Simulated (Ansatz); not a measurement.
# Structure types of Ga compared at 100 GPa

Structure types of Ga are relaxed in primitive cells with their symmetry kept at 100 GPa, first on PAW files, then by LAPW. The enthalpy is E + pV at zero temperature, without zero-point motion. Only the types listed were tried, and differences under about 5 meV/atom are mesh noise. Not among the end structures: fcc, which may lie lower.

Level of theory: DFT with PBEsol, scalar-relativistic, in Ansatz 0.2.0; Fermi–Dirac smearing of 0.08 eV, no spin polarisation. LAPW: all electrons, basis error target 0.5 meV/atom; PAW: frozen-core files, cutoff 420 eV.

k meshes: bcc 19×19×19, hcp 17×17×9, omega 9×9×13, beta tin 18×18×18, sc 16×16×16.

The PAW files were made under PBE.

Order the types by LAPW enthalpy, lowest first.
A. bcc
B. sc
C. omega
D. hcp
E. beta tin

D (0 meV/atom), A (75 meV/atom), C (104 meV/atom), E (323 meV/atom), B (477 meV/atom).

```tsv
start type	ends as	a, b, c (Å)	V (Å³/atom)	H − H(lowest), LAPW (meV/atom)	same, PAW
bcc	bcc, Im-3m	2.789, 2.789, 2.789	10.85	74.6	74.6
hcp	hcp, P6_3/mmc	2.471, 2.471, 4.075	10.78	0.0	0.0
omega	omega, P6/mmm	3.990, 3.990, 2.369	10.89	103.6	103.7
beta tin	beta tin, I4_1/amd	4.410, 4.410, 2.300	11.18	323.2	323.9
sc	sc, Pm-3m	2.246, 2.246, 2.246	11.32	477.4	477.8
```

Split the lead of hcp over bcc into energy and pV.

For bcc less hcp: ΔE = +29.8 meV/atom, and p·ΔV = 100 GPa × +0.0717 Å³ × 6.242 meV/(GPa·Å³) = +44.8 meV/atom, together 74.6 meV/atom. hcp wins on both counts.
